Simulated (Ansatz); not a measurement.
AlAs (zinc blende, space group No. 216), PBEsol in the plane-wave PAW code Ansatz. The conduction-band minimum lies at X, with 3 equivalent valleys. Second derivatives d²E/dk² of the lowest band at one valley (eV·Å²), along Cartesian directions:

```csv
direction,d²E/dk²
[100],9.209
[010],32.53
[001],32.53
[110],20.87
[101],20.87
[011],32.43
```

### Question
Find the principal effective masses, the density-of-states mass and the conductivity mass.

### Answer
Off-diagonal terms follow from H_xy = H[110] − (H_xx + H_yy)/2, and m*/mₑ = 7.620 eV·Å² over each eigenvalue: 0.23, 0.23, 0.83. One valley's DOS mass (m₁m₂m₃)^(1/3) = 0.36, conductivity mass 3/(Σ 1/mᵢ) = 0.31 mₑ.

### Question
What effective density of states Nc follows at 300 K for parabolic valleys?

### Answer
Nc = 2.509e19 × 3 × (0.36)^(3/2) ≈ 1.6e19 cm⁻³.

Space group F-43m (zinc blende). Symmetry was held in the PBEsol relaxation. Spin–orbit coupling is left out wherever it is not named.

Potentials: the later of the program's two PAW sets.

Edges and masses are those of Kohn–Sham bands, whose gap is no quasiparticle gap.
